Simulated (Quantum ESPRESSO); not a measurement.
```cif
data_O12W4
_chemical_formula_sum 'O12 W4'
_space_group_name_H-M_alt 'Cmcm'
_space_group_IT_number 63
_space_group_name_Hall '-C 2c 2'
_cell_length_a 5.47817
_cell_length_b 5.48150
_cell_length_c 7.69756
_cell_angle_alpha 90.000
_cell_angle_beta 90.000
_cell_angle_gamma 90.000
loop_
_atom_site_label
_atom_site_type_symbol
_atom_site_symmetry_multiplicity
_atom_site_Wyckoff_symbol
_atom_site_fract_x
_atom_site_fract_y
_atom_site_fract_z
_atom_site_occupancy
O1 O 4 b 0.00000 0.50000 0.00000 1
O2 O 8 g 0.24933 0.25635 0.25000 1
W1 W 4 c 0.00000 0.52589 0.25000 1
```
(The calculation used a cell of 8 atoms; values per cell refer to that cell.)

The geometry is that of Materials Project entry mp-2383052, symmetrised and not relaxed again.

**Question.** What does PBEsol (Quantum ESPRESSO, PseudoDojo norm-conserving, 84 Ry, scalar-relativistic) give for the electronic structure near the Fermi level?

**Answer.** The PBEsol gap is indirect, 0.69 eV, from X to Γ; the smallest direct gap is 0.78 eV. Spin-orbit coupling is left out, which matters for elements this heavy: edges can move by tenths of an eV.

The structure is a Materials Project entry; no match was found in the copy of COD used, and its stability was not checked.

Letters of k points follow the standard setting of the lattice, whose axes may be ordered differently from the printed cell.
